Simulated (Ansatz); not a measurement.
# From the elastic tensor of ZrTi$_{3}$C$_{4}$ to moduli and sound speeds

These are results of DFT PBE, scalar-relativistic, plane waves, PAW in Ansatz 0.2.0, not measurements. Cutoff 420 eV, 8×8×8 k-points (Γ-centred), Fermi-Dirac smearing of 0.15 eV. No spin polarisation.

Space group Pm-3m (No. 221), cubic, a = 4.445 Å. Around Zr lie 6 C at 2.22 Å and 12 Ti at 3.14 Å; around Ti lie 6 C at 2.22 Å, 4 Zr at 3.14 Å and 8 Ti at 3.14 Å; around C on a site of symmetry 4/mmm lie 2 Zr at 2.22 Å and 4 Ti at 2.22 Å; around C on a site of symmetry m-3m lie 6 Ti at 2.22 Å.

The cell was found from a structure generator's guess, not taken from experiment. In a metal, frequencies and elastic constants depend on the k mesh and the smearing, soft modes and shear constants most.

Relaxed-ion constants (GPa, on the Cartesian axes of the calculation):
```
481.8 113.8 113.8   0.0   0.0   0.0
113.8 481.8 113.8   0.0   0.0   0.0
113.8 113.8 481.8   0.0   0.0   0.0
  0.0   0.0   0.0 163.2   0.0   0.0
  0.0   0.0   0.0   0.0 163.2   0.0
  0.0   0.0   0.0   0.0   0.0 163.2
```

Density 5.349 g/cm³; 8 atoms in 87.81 Å³.

With S = C⁻¹: B_V = (C11+C22+C33+2(C12+C13+C23))/9, G_V = (C11+C22+C33−C12−C13−C23+3(C44+C55+C66))/15, 1/B_R = S11+S22+S33+2(S12+S13+S23), 15/G_R = 4(S11+S22+S33−S12−S13−S23)+3(S44+S55+S66); Hill is their mean. Then v_l = √((B+4G/3)/ρ), v_t = √(G/ρ), v_m = [(2/v_t³+1/v_l³)/3]^(−1/3) and Θ = (ħ/k_B)·v_m·(6π²n/V)^(1/3) for n atoms in the volume V; E = 9BG/(3B+G), ν = (3B−2G)/(2(3B+G)) and A^U = 5G_V/G_R + B_V/B_R − 6.

```json
{
  "Bulk modulus, Voigt / Reuss / Hill": "236.4 / 236.4 / 236.4 GPa",
  "Shear modulus, Voigt / Reuss / Hill": "171.5 / 170.9 / 171.2 GPa",
  "Young's modulus": "414 GPa",
  "Poisson ratio": "0.208",
  "Pugh ratio B/G": "1.38 (under 1.75, the rule of thumb for brittle)",
  "Universal anisotropy index": "0.02",
  "Longitudinal and transverse sound speeds": "9321 and 5657 m/s",
  "Debye temperature from the mean sound speed": "837 K"
}
```
